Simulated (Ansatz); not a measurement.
ScIr3 (Cu3Au type, Pm-3m), a = 3.918 Å, b = 3.918 Å, c = 3.918 Å, α = 90.00°, β = 90.00°, γ = 90.00°.

Relaxed with r²SCAN.

**Question.** Which orbitals make up the states near the Fermi level in DFT-r²SCAN in the program Ansatz with PAW potentials?

**Answer.** Within 0.5 eV of the Fermi level: Ir 5d 69 %, Sc 3d 13 %, Sc 4s 7 %, outside the projected shells 6 %. Projections are on Löwdin-orthogonalised atomic valence shells; empty p or d shells of many metals are not among them.

**Question.** Tabulate the density of states.

**Answer.** States/eV per cell of 4 atoms, in 0.25 eV bins, energy from the Fermi level.

```tsv
E (eV)	total	Ir 5d	Sc 3d	Ir 6s
-7.85	0.40	0.03	0.00	0.27
-7.60	0.48	0.05	0.01	0.33
-7.35	0.58	0.08	0.01	0.40
-7.10	0.79	0.14	0.01	0.54
-6.85	0.94	0.22	0.03	0.61
-6.60	1.40	0.52	0.08	0.72
-6.35	1.61	0.79	0.13	0.63
-6.10	1.27	0.76	0.09	0.38
-5.85	1.79	1.20	0.17	0.36
-5.60	3.56	2.38	0.32	0.61
-5.35	6.37	4.31	0.50	1.10
-5.10	5.97	4.77	0.38	0.57
-4.85	5.61	4.83	0.29	0.25
-4.60	4.80	4.16	0.25	0.21
-4.35	3.70	3.23	0.20	0.12
-4.10	3.91	3.44	0.21	0.09
-3.85	3.61	3.17	0.18	0.10
-3.60	4.66	4.15	0.23	0.13
-3.35	3.80	3.42	0.14	0.11
-3.10	6.15	5.33	0.35	0.24
-2.85	5.46	4.65	0.28	0.29
-2.60	4.27	3.57	0.18	0.30
-2.35	3.25	2.69	0.18	0.21
-2.10	4.64	3.88	0.34	0.26
-1.85	7.15	6.12	0.59	0.26
-1.60	5.82	4.94	0.52	0.20
-1.35	4.71	3.96	0.41	0.19
-1.10	5.17	4.45	0.39	0.15
-0.85	6.71	5.89	0.45	0.13
-0.60	3.58	3.07	0.22	0.11
-0.35	2.95	2.31	0.28	0.10
-0.10	4.13	2.95	0.53	0.16
0.15	3.56	2.27	0.54	0.16
0.40	2.52	1.51	0.41	0.11
0.65	1.56	1.05	0.19	0.07
0.90	1.37	1.09	0.12	0.04
1.15	1.79	1.56	0.10	0.04
1.40	2.05	1.85	0.08	0.04
1.65	1.52	1.40	0.05	0.02
1.90	0.83	0.72	0.04	0.01
2.15	0.36	0.26	0.02	0.02
2.40	0.16	0.07	0.01	0.01
2.65	0.66	0.18	0.30	0.04
2.90	2.90	0.78	1.48	0.28
3.15	5.00	1.41	2.77	0.44
3.40	6.30	1.75	3.81	0.44
3.65	6.94	2.08	3.96	0.57
3.90	7.09	1.94	4.29	0.53
4.15	2.49	0.43	1.70	0.22
4.40	1.97	0.29	1.39	0.15
4.65	2.21	0.33	1.57	0.10
```

The first step of the workflow began from a Materials Project structure, measured or hypothetical; the Crystallography Open Database copy checked does not list it. With Sc and Ir taken as one species the cell has the higher symmetry Fm-3m, so it may be an ordered model of a mixed-site phase. Whether it is the stable phase at ambient conditions was not checked. Symmetry was held in the r²SCAN relaxation; whether a distortion lowers the energy is not shown. No spin polarisation was allowed. Scalar-relativistic: spin–orbit coupling is off unless named, which matters more the heavier the elements.

Potentials: the later of the program's two PAW sets.
